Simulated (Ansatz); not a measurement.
The elements of this relaxed trial crystal are hidden behind letters.

```
lattice vectors (Å)
   3.4822    0.0000    0.0000
   0.0000    3.4822    0.0000
   0.0000    0.0000    5.6428
fractional positions
X 0.5000 0.5000 0.0000
Z 0.5000 0.0000 0.5451
Z 0.0000 0.5000 0.4549
Z 0.0000 0.0000 0.0000
Q 0.5000 0.0000 0.8677
Q 0.0000 0.5000 0.1323
```

These are results of Ansatz, DFT PBE, scalar-relativistic, plane waves, PAW, not measurements. The final run on the 6-atom cell used 420 eV, a Γ-centred 12×12×8 mesh, 0.10 eV smearing and no spin polarisation.

* Space group: P-4m2 (No. 115)
* Conventional cell: a = 3.482 Å, c = 5.643 Å
* Volume per atom: 11.40 Å³
* Density: 2.89 g/cm³
* Formation energy: −0.24 eV/atom
* Gap on the 12×12×8 mesh of the 6-atom cell: 0 eV (a metal)

Energies are uncorrected and count from the elements' standard states at the same level.

**Question.** X is an s-block element of period 2, Z is a p-block element of period 3 and Q is a p-block element of period 2. Which elements are they?

**Answer.** X = Li, Z = Si, Q = N, so the formula is LiSi3N2. Density times volume gives a mean mass of 2.89 × 11.40/1.6605 = 19.8 u per atom, and this set has 19.9 u. Among the elements that the hints allow, noble gases aside, only these give it. Around Li lie 4 N at 1.89 Å and 4 Si at 2.46 Å; Si on a site of symmetry 2mm has 1 N at 1.82 Å and 4 Si at 2.51 Å; N has 3 Si at 1.82–1.89 Å and 2 Li at 1.89 Å; 1 more site not described.

An odd number of electrons in the primitive cell allows no gap without spin; a larger cell or a magnetic state could open one. Symmetry constrained the relaxation, so the result can be a saddle point.
